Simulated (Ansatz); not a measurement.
Relaxed-ion elastic tensor of MgB$_{2}$ in space group P6/mmm (No. 191; Mg on 1a, B on 2d) in GPa (Voigt order), PBEsol (plane waves, PAW; program Ansatz); density 2.68 g/cm³, 9.49 Å³ per atom.

```
 435  62.8  35.0   0.0   0.0   0.0
62.8   435  35.0   0.0   0.0   0.0
35.0  35.0   267   0.0   0.0   0.0
 0.0   0.0   0.0  74.7   0.0   0.0
 0.0   0.0   0.0   0.0  74.7   0.0
 0.0   0.0   0.0   0.0   0.0   186
```

Is the crystal mechanically stable?

Yes: the smallest eigenvalue of C is 74.7 GPa.

Work out the Voigt, Reuss and Hill averages.

K_V = 156, K_R = 146, K_H = 151; G_V = 134, G_R = 112, G_H = 123 GPa.

Give Young's modulus, Poisson's ratio, Pugh's ratio and the universal anisotropy index.

E = 9KG/(3K + G) = 290 GPa; ν = 0.18; K/G = 1.23 (brittle by the Pugh limit of 1.75); A_U = 5G_V/G_R + K_V/K_R − 6 = 1.05.

Estimate the sound speeds and the Debye temperature.

v_l = √((K + 4G/3)/ρ) = 10800 m/s, v_t = √(G/ρ) = 6770 m/s, mean 7460 m/s; Θ = (h/k)(3n/4πV)^(1/3) v_m = 1050 K.

Solve the Christoffel equation for the three sound speeds along x, y, z.

Eigenvalues of C_ijkl n_j n_l equal ρv². In km/s, slowest first: x 5.28, 8.33, 12.73; y 5.28, 8.33, 12.73; z 5.28, 5.28, 9.99.

How much does each axis shrink under pressure?

Linear compressibilities β_i = Σ_j S_ij (j = 1 to 3): x 1.8, y 1.8, z 3.3 per TPa.

Symmetry was held in the PBEsol relaxation; of distortions, only those at the zone centre were tested. As this level gives no gap, shear constants depend on the k-mesh and smearing (Fermi–Dirac, 0.1 eV here). On the denser mesh and wider smearing of the elastic run this cell carries a stress of 0.8 GPa.

Potentials: the later of the program's two PAW sets.
